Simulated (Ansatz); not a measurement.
**TiTe, a database entry at a rescaled volume**

```xyz
4
Lattice="1.9459 3.3704 0.0000 -1.9459 3.3704 0.0000 0.0000 0.0000 6.4864" Properties=species:S:1:pos:R:3 pbc="T T T"
Ti    0.0000    0.0000    0.0000
Ti    0.0000    0.0000    3.2432
Te    0.0000    2.2470    1.6216
Te    0.0000    4.4939    4.8648
```

Level: r2SCAN, no spin polarisation; 500 eV; 10×10×5 Γ-centred mesh; fermi-dirac occupations (width 0.1 eV); Ansatz 0.2.0, fixed geometry.

Contacts: Ti–Te at 2.77 Å: least valence density 0.28 e/Å³ and ELF 0.17 there. Ti–Ti at 3.24 Å: least valence density 0.16 e/Å³ and ELF 0.30 there. These are pseudo-fields; inside the PAW spheres they differ from the all-electron ones.
Stress: The pressure is 3.5 GPa (compression positive), so with the atoms held at these fractions the cell would first expand. The principal stresses 2.3, 2.3, 6.0 GPa differ, so its shape would change too.
Electronic structure: It is a metal, with about 4.4 states/eV a cell as the mean within 0.25 eV of the Fermi level, mostly Ti d (90 %).
Formation energy: -0.65 eV an atom against the elements' usual phases (free molecules for gases, crystals otherwise, with no correction for O₂ or N₂), so it is bound against them; other compounds may still compete. Relaxing would lower it.
Forces: The forces vanish by the symmetry of the sites.

Origin: a database entry at a rescaled volume.
